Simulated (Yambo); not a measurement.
G0W0@LDA for Si (space group P6_3/mmc, No. 194) in Yambo. Reference settings: 6×6×2 Γ-centred k mesh, 176 bands and a 10 Ry block in the screening, 176 bands in G with the Bruneval-Gonze terminator, plasmon pole fitted at 27.2 eV. The LDA gap Γ → M on this mesh is 0.27 eV; G0W0 gaps are taken between the same points.

```csv
change from the reference,G0W0 gap Γ → M (eV),shift of the valence edge (eV)
reference settings,0.99,-0.69
4 Ry block,___,-0.37
no random integration,0.98,-0.65
"108 bands in W, 108 bands in G",0.97,-0.61
"108 bands in G, no terminator",0.93,-0.53
8 Ry block,0.96,-0.65
108 bands in G,0.99,-0.68
"58 bands in G, no terminator",___,-0.30
```

Estimate the withheld gaps from the other rows; the computed values follow.


- 4 Ry block, G0W0 gap Γ → M (eV): 0.77
- 58 bands in G, no terminator, G0W0 gap Γ → M (eV): 0.88

The reference isn't shown to be the converged limit.

Geometry relaxed with LDA; primitive cell a = 3.799 Å, b = 3.799 Å, c = 6.274 Å, α = 90.00°, β = 90.00°, γ = 120.00°.

This is not the ordinary phase of the substance; no match was found in the copy of COD used, and its stability was not checked.

A shift is the quasiparticle energy of the state minus its LDA energy.
